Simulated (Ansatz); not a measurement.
Ansatz input

```yaml
crystal:
  lattice:
    - [2.6902722927, 0.0, 0.0]
    - [-1.3451361463, 2.3298441485, 0.0]
    - [0.0, 0.0, 4.5343321852]
  atoms:
    - { symbol: Pd, position: [0.3333333333, 0.6666666667, 0.25], spin: 0.5 }
    - { symbol: Pd, position: [0.6666666667, 0.3333333333, 0.75], spin: -0.5 }
hamiltonian:
  xc: lda
  pseudopotentials:
    kind: paw
    azcp:
      Pd: "pseudopotentials/Pd.paw.azcp"
basis:
  ecutwfc: 420
  fft_grid_basis: typed
kpoints:
  mp_grid: { grid: [22, 22, 12], shift: [0, 0, 0] }
magnetization:
  spin_polarized: true
scf:
  occupations: { method: fermi_dirac, width: 0.05 }
```

Terminal output

```
Warning: the record states the generating functional pbe (its physics header spells it `PBE`), which answers neither for hamiltonian.xc's functional nor for the lda family's — results may be inconsistent (PPs are generated against a specific XC)
Engine: ansatz 0.2.0, aarch64-unknown-linux-gnu
Pseudopotentials: kind: paw
Pseudopotential: Pd, paw, valence charge 18, recommended cutoff 420 eV (normal) 
Functional definition: SPW92
  exchange = slater_x
  correlation = pw_c
Crystal: 2 atoms, lattice volume = 28.421 Å³
Basis set: ecut = 420 eV, 549 PW (Γ)
Bands: 23, of which v1, the nominal top of the filled ones, is band 18 counted from 1 (17 counted from 0)
Symmetry: 12 space group operations
Space group: P-6m2 (ITA 187), of the structure as read, at distance tolerance 3.1e-5 Å
Magnetic group: BNS 194.267 (UNI 1497), of the structure as read, at distance tolerance 3.1e-5 Å
k-points: 364 of 5808 (time reversal used)
Non-local potential: Pd, projectors of the file, l = 0: 2, l = 1: 2, l = 2: 2, l = 3: 1
PAW form: soft (Blöchl's): semilocal exchange-correlation on the pseudo side does not see the compensation charge
PAW frozen core: Pd, regenerated for the run's functional, and the local potential with it (the file was generated under x = pbe(κ = 0.804, μ = 0.2195149727645171), c = pbe(β = 0.06672455060314922))
PAW one-centre angular grid: Pd, 590 points (default); XC on 64 Gauss nodes
Initial density: superposition of atomic densities (chi_scale 0.1, normalization cell)
Starting moments: Σ|m| = 1 μB on 2 of 2 sites
Starting magnetic order: antiferromagnet; an inversion exchanges its spin sublattices: spin-degenerate at every k-point
Initial wavefunctions: pseudopotential atomic-orbital guess
Functional: x = slater, c = lda
SCF iter   1: F=—  HF=-13691.473106 eV  |F-HF|=—  |Δ(HF+E_count)|=         —  Δρ=9.04e-2 (↑9.04e-2 ↓9.04e-2)  dr2=8.31e0  dr2_m=1.68e-1  M=0.000 μB ∫|m|=0.315 μB  β_m=0.30  ethr=3.10e-3  ⟨swp⟩=5.2  Hψ=73252  notcnv=0
spin=Collinear: Kerker preconditioning applied to the charge; magnetization (m = ρ↑ − ρ↓) channel mixes plain (no charge-response kernel on spin).
SCF iter   2: F=—  HF=-13689.907479 eV  |F-HF|=—  |Δ(HF+E_count)|=    1.57e0  Δρ=5.42e-2 (↑5.42e-2 ↓5.42e-2)  dr2=2.81e0  dr2_m=9.75e-2  M=-0.000 μB ∫|m|=0.271 μB  β_m=0.30  ethr=3.10e-3  ⟨swp⟩=2.4  Hψ=34294  notcnv=0  defer=232
SCF iter   3: F=—  HF=-13689.107234 eV  |F-HF|=—  |Δ(HF+E_count)|=   8.00e-1  Δρ=2.16e-2 (↑2.16e-2 ↓2.16e-2)  dr2=1.07e-1  dr2_m=5.62e-2  M=-0.000 μB ∫|m|=0.237 μB  β_m=0.30  ethr=3.10e-3  ⟨swp⟩=2.4  Hψ=28784  notcnv=0  defer=234
SCF iter   4: F=—  HF=-13689.096479 eV  |F-HF|=—  |Δ(HF+E_count)|=   1.08e-2  Δρ=1.21e-2 (↑1.21e-2 ↓1.21e-2)  dr2=5.12e-3  dr2_m=3.65e-2  M=-0.000 μB ∫|m|=0.196 μB  β_m=0.30  ethr=2.97e-4  ⟨swp⟩=2.0  Hψ=37498  notcnv=0  defer=312
SCF iter   5: F=—  HF=-13689.100554 eV  |F-HF|=—  |Δ(HF+E_count)|=   4.07e-3  Δρ=9.66e-3 (↑9.66e-3 ↓9.66e-3)  dr2=1.09e-3  dr2_m=2.36e-2  M=-0.000 μB ∫|m|=0.164 μB  β_m=0.30  ethr=1.42e-5  ⟨swp⟩=2.2  Hψ=22279  notcnv=0  defer=312
SCF iter   6: F=—  HF=-13689.102667 eV  |F-HF|=—  |Δ(HF+E_count)|=   2.11e-3  Δρ=7.74e-3 (↑7.73e-3 ↓7.74e-3)  dr2=5.14e-5  dr2_m=1.56e-2  M=-0.000 μB ∫|m|=0.137 μB  β_m=0.30  ethr=3.03e-6  ⟨swp⟩=2.2  Hψ=27825  notcnv=0  defer=312
SCF iter   7: F=—  HF=-13689.104534 eV  |F-HF|=—  |Δ(HF+E_count)|=   1.87e-3  Δρ=6.31e-3 (↑6.31e-3 ↓6.31e-3)  dr2=2.64e-5  dr2_m=1.03e-2  M=-0.000 μB ∫|m|=0.114 μB  β_m=0.30  ethr=1.43e-7  ⟨swp⟩=2.0  Hψ=23751  notcnv=0  defer=312
SCF iter   8: F=—  HF=-13689.105773 eV  |F-HF|=—  |Δ(HF+E_count)|=   1.24e-3  Δρ=5.16e-3 (↑5.16e-3 ↓5.16e-3)  dr2=1.95e-6  dr2_m=6.94e-3  M=-0.000 μB ∫|m|=0.095 μB  β_m=0.30  ethr=7.34e-8  ⟨swp⟩=2.0  Hψ=27791  notcnv=0  defer=312
Mixer restart at iter 8: flushing history
spin-set hold released at iteration 8 (site moments contracting): the magnetisation degrees of freedom join the quasi-Newton model from the next iteration; the mixer history was flushed
SCF iter   9: F=—  HF=-13689.106628 eV  |F-HF|=—  |Δ(HF+E_count)|=   8.55e-4  Δρ=4.25e-3 (↑4.25e-3 ↓4.24e-3)  dr2=8.96e-7  dr2_m=4.69e-3  M=-0.000 μB ∫|m|=0.080 μB  β_m=0.47  ethr=5.41e-9  ⟨swp⟩=2.4  Hψ=30724  notcnv=0  defer=312
SCF iter  10: F=—  HF=-13689.108326 eV  |F-HF|=—  |Δ(HF+E_count)|=   1.70e-3  Δρ=1.32e-3 (↑1.28e-3 ↓1.32e-3)  dr2=8.76e-7  dr2_m=4.38e-4  M=-0.000 μB ∫|m|=0.026 μB  β_m=0.82  ethr=2.49e-9  ⟨swp⟩=3.2  Hψ=38813  notcnv=0  defer=312
SCF iter  11: F=—  HF=-13689.108520 eV  |F-HF|=—  |Δ(HF+E_count)|=   1.93e-4  Δρ=1.87e-4 (↑1.87e-4 ↓1.02e-4)  dr2=2.74e-5  dr2_m=2.12e-6  M=-0.000 μB ∫|m|=0.001 μB  β_m=0.90  ethr=2.43e-9  ⟨swp⟩=3.1  Hψ=36770  notcnv=0  defer=312
SCF iter  12: F=—  HF=-13689.108530 eV  |F-HF|=—  |Δ(HF+E_count)|=   1.00e-5  Δρ=3.34e-4 (↑2.88e-4 ↓3.34e-4)  dr2=1.81e-4  dr2_m=3.32e-7  M=-0.000 μB ∫|m|=0.001 μB  β_m=0.62  ethr=2.43e-9  ⟨swp⟩=2.3  Hψ=30427  notcnv=0  defer=312  recentre
SCF iter  13: F=—  HF=-13689.108519 eV  |F-HF|=—  |Δ(HF+E_count)|=   1.08e-5  Δρ=2.57e-6 (↑2.57e-6 ↓2.56e-6)  dr2=5.59e-10  dr2_m=1.44e-9  M=-0.000 μB ∫|m|=0.000 μB  β_m=0.81  ethr=2.78e-10  ⟨swp⟩=1.2  Hψ=49894  notcnv=0
SCF iter  14: F=—  HF=-13689.108519 eV  |F-HF|=—  |Δ(HF+E_count)|=  9.71e-10  Δρ=8.02e-7 (↑8.02e-7 ↓7.91e-7)  dr2=5.51e-11  dr2_m=1.42e-10  M=-0.000 μB ∫|m|=0.000 μB  β_m=0.90  ethr=1.55e-12  ⟨swp⟩=3.0  Hψ=37625  notcnv=0
SCF iter  15: F=-13689.108519 eV  HF=-13689.108519 eV  |F-HF|=4.00e-11  |Δ(HF+E_count)|=  9.82e-11  Δρ=2.10e-7 (↑1.61e-7 ↓2.10e-7)  dr2=4.46e-11  dr2_m=2.17e-12  M=-0.000 μB ∫|m|=0.000 μB  ethr=1.00e-12  ⟨swp⟩=2.0  Hψ=32862  notcnv=0
SCF 1 converged in 15 iterations: F = -13689.108519 eV  dr2 = 4.46e-11
WARN: the starting moments were not kept: the SCF closed with an absolute magnetisation of 2.5e-6 μB, where they sum to 1 μB in size (2 sites). That is at most 0.1 of that sum. Measured as dr2_m measures the in/out step, that magnetisation stands 2.8e-12 eV from none, at or under the dr2_threshold of 1.0e-7 eV: it is no larger than a step whose dr2_m would equal this threshold. The system may hold no moment; this SCF shows only that its start led to no more than that. To try another start: raise the starting moments (crystal.atoms[].spin, magnetization.per_species, magnetization.initial_magnetization, or on a non-collinear deck that types none of these the spinor_matrix: blocks that start its atoms; where the total moment is fixed, keep their sum and leave initial_magnetization as it is; typed ones take the place of any that the run laid by itself, positive ones on a crystal's lanthanoids without a Hubbard term where scf.initial_density.shell_occupations: [] is typed) or, if the notice of its spin-set hold's release reads "site moments contracting" or "site moments show no strong build", lengthen the hold (scf.mixing.spin_hold: { on: { confirm: 4 } }; for m-r²SCAN on two components see the key's manual first). Each may lead to a state that holds a moment. A second SCF, from the converged charge density, with the starting moments and any scf.initial_density.shell_occupations laid on it anew, would have followed, and was not run: the deck does not ask for one (magnetization.retry_lost_moments is false, the default). To let it run, set magnetization.retry_lost_moments: true and run the deck again, where that key's refused combinations let it; where memory then withholds it, that run's warning says so.
SCF converged after 15 iterations
Magnetization: -0.0000 μB (18.0000 up, 18.0000 down)
Absolute magnetization: 0.0000 μB (∫|ρ↑−ρ↓|, with the PAW one-centre terms)
Spin contamination: 0.0000 ħ² per cell (⟨S²⟩ above its minimum at these occupations)
Per-site moments (μB) at R_I (Å): [(-1.6150956276538052e-6, 1.109737320720744), (-8.349745734955136e-7, 1.109737320720744)]
Free energy (F): -13689.108519 eV
Harris-Foulkes:  -13689.108519 eV  (|F-HF|=4.00e-11)
Internal energy: -13689.069007 eV  (E = F + TS)
E sigma→0 (E₀):  -13689.088763 eV
Entropy (-TS):   -0.039512 eV (-19.756 meV/atom)
Fermi energy:    20.486147 eV
--- Per-component energies (eV) ---
  E_band       = -252.452487
  E_kinetic    = 1028.696431
  E_local      = -3401.989075  (includes V_loc(G=0)·N_el)
  E_nonlocal   = 445.696571
  E_hartree    = 1381.303991
  E_xc         = -336.271883
  E_vxc        = -423.856774  (∫ρ·V_xc dr)
  E_paw        = -7245.494167  (= ΣΔE_a)
  E_vpaw       = -663.608125  (= ΣTr[D̂ρ^β])
  E_aug_tail   = 0.000419  (compensation charges beyond the density's cutoff)
  E_ewald      = -5562.372761
  E_core_change = 1.361468  (= ΣΔE_core)
  E_smearing   = -0.039512  (= −TS)
  E_closure    = -0.000000  (closes the sum)
  Σ components = -13689.108519   (vs F -13689.108519, Δ=0.00e0)
```
